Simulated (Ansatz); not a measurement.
**BaAlGe: how the energy converges with the cutoff**

BaAlGe, P1, a = 4.357 Å, b = 4.356 Å, c = 5.191 Å, α, β, γ = 91.1°, 89.8°, 120.2°. Ansatz: PBEsol, PAW, cutoff varied, Γ-centred 8×8×6 mesh on 3 atoms, Gaussian smearing 0.10 eV; no spin polarisation. Single points at one geometry with displaced atoms, the cutoff alone changed; ΔE is the energy at zero smearing over the run at 600 eV. The runs up to 350 eV lie under the cutoff recommended for these PAW datasets.

```tsv
cutoff (eV)	ΔE (meV/atom)
200	3083.83
250	482.20
300	60.31
350	6.00
420	?
```

**Question.** Assume ΔE falls exponentially with the cutoff, fit y = ln ΔE against x, the cutoff in eV, to the other rows, and predict the missing value.

**Answer.** y = 8.034, 6.178, 4.099, 1.792. Means x = 275.0, y = 5.0258; Σ(Δx)² = 12500, ΣΔxΔy = -520.1; the slope is their ratio. y = 16.47 − 0.04161 x, a factor of ten per 55 eV. At 420 eV this gives ΔE = 0.37 meV/atom. The run gave 0.54, a ratio of 0.69. Between neighbouring rows the decay runs from a factor of ten per 50 eV to one per 67 eV, so one exponential is only a rough guide.